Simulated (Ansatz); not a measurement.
Trial structure of Y3AlN4, not yet relaxed:

```cif
data_structure
_symmetry_space_group_name_H-M 'P4/mmm'
_symmetry_Int_Tables_number 123
_cell_length_a 3.5637
_cell_length_b 3.5637
_cell_length_c 10.0796
_cell_angle_alpha 90.000
_cell_angle_beta 90.000
_cell_angle_gamma 90.000
_cell_volume 128.01
loop_
_atom_site_label
_atom_site_type_symbol
_atom_site_symmetry_multiplicity
_atom_site_Wyckoff_symbol
_atom_site_fract_x
_atom_site_fract_y
_atom_site_fract_z
_atom_site_occupancy
Y1 Y 2 h 0.50000 0.50000 0.25000 1
Y2 Y 1 b 0.00000 0.00000 0.50000 1
Al1 Al 1 a 0.00000 0.00000 0.00000 1
N1 N 2 g 0.00000 0.00000 0.25000 1
N2 N 1 d 0.50000 0.50000 0.50000 1
N3 N 1 c 0.50000 0.50000 0.00000 1
```

All numbers below come from DFT PBE, scalar-relativistic, plane waves, PAW (Ansatz 0.2.0). Plane waves to 420 eV, a k mesh through Γ of 6×6×2 on the computed 8-atom cell and Gaussian smearing (0.10 eV); no spin polarisation.

Formation energies are uncorrected and refer to the elements' standard structures at the same level (N₂ as a molecule).

Question: What does a single point on this coarse mesh give?

Answer: The pressure is -18.7 GPa (the mean over three directions, positive in compression), the largest force is 1.11 eV/Å, and the energy is −1.13 eV/atom against the elements. The shortest distance is 2.52 Å.

Question: How much does it gain on relaxing, and where does it end?

Answer: Relaxing gains about 0.22 eV/atom in 12 ionic steps and ends at −1.349 eV/atom on the finer mesh. The symmetry stays P4/mmm (No. 123). The volume per atom shrinks by 15.1 %, from 16.0 to 13.6 Å³. The shortest distance goes from 2.52 Å (Al–N and Y–N) to 2.11 Å (Al–N). Conventional cell: a = 3.407 Å, c = 9.365 Å. Around Y on a site of symmetry 4mm lie 1 N at 2.19 Å, 5 N at 2.41–2.49 Å and 4 Al at 3.25 Å; Al has 2 N at 2.11 Å, 4 N at 2.41 Å and 8 Y at 3.25 Å; N on a site of symmetry 4mm is surrounded by 1 Al at 2.11 Å, 4 Y at 2.41 Å and 1 Y at 2.57 Å; 3 more sites not described.

The last run used a 10×10×4 mesh (in the run's order of axes) for its 8-atom cell and Gaussian smearing of 0.01 eV. The relaxation can't lower the symmetry of the start. Symmetry constrained the relaxation, so the result can be a saddle point. Another cell of Y3AlN4 relaxed alike, in Fmm2, lies 44 meV/atom lower, so this cell isn't the stable form at this level.
